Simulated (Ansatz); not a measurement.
VN in space group I4_1md (No. 109; V on 4a, N on 4a) at seven volumes, PBE in the plane-wave PAW code Ansatz, shape and atoms relaxed at each. One row is withheld.

```tsv
V (Å³/atom)	P (GPa)
7.817	38.40
8.074	23.49
8.332	10.80
8.590	0.00
8.847	-9.19
9.105	?
9.363	-23.63
```

Problem. Fit the shown pressures and predict the withheld one.

Solution. P = (3/2)B₀(x^(7/2) − x^(5/2))[1 + (3/4)(B′ − 4)(x − 1)] with x = (V₀/V)^(2/3). Least squares on the six rows gives V₀ = 8.590 Å³/atom, B₀ = 331 GPa, B′ = 4.38. At V = 9.105, x = 0.9619 and P = -16.97 GPa. The run itself gave -17.00 GPa.

The cell is a constructed one: a structure type filled with these elements; neither database checked (COD, Materials Project) lists it. It is not the phase usual at ambient conditions (space group No. 225). Symmetry was held in the PBE relaxation; whether a distortion lowers the energy is not shown. The workflow began spin-polarised and lost its moments.

Potentials: the later of the program's two PAW sets.
